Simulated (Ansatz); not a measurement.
BeS (NiAs type, P6_3/mmc) at seven volumes, DFT-PBE in the program Ansatz with PAW potentials, shape and atoms relaxed at each. One row is withheld.

| V (Å³/atom) | P (GPa) |
|---|---|
| 11.262 | 12.25 |
| 11.633 | 7.56 |
| 12.005 | 3.50 |
| 12.376 | 0.00 |
| 12.747 | -3.03 |
| 13.119 | -5.65 |
| 13.490 | ? |

Problem. Fit the shown pressures and predict the withheld one.

Solution. P = (3/2)B₀(x^(7/2) − x^(5/2))[1 + (3/4)(B′ − 4)(x − 1)] with x = (V₀/V)^(2/3). Least squares on the six rows gives V₀ = 12.376 Å³/atom, B₀ = 108 GPa, B′ = 3.83. At V = 13.490, x = 0.9442 and P = -7.89 GPa. The run itself gave -7.92 GPa.

The cell is a constructed one: a structure type filled with these elements; neither database checked (COD, Materials Project) lists it. COD files the formula under space group No. 216, so this cell is another polymorph or a model. Its standing as an ambient phase is unchecked. The PBE relaxation kept the symmetry of its start; whether a distortion lowers the energy is not shown.

Potentials: the later of the program's two PAW sets.
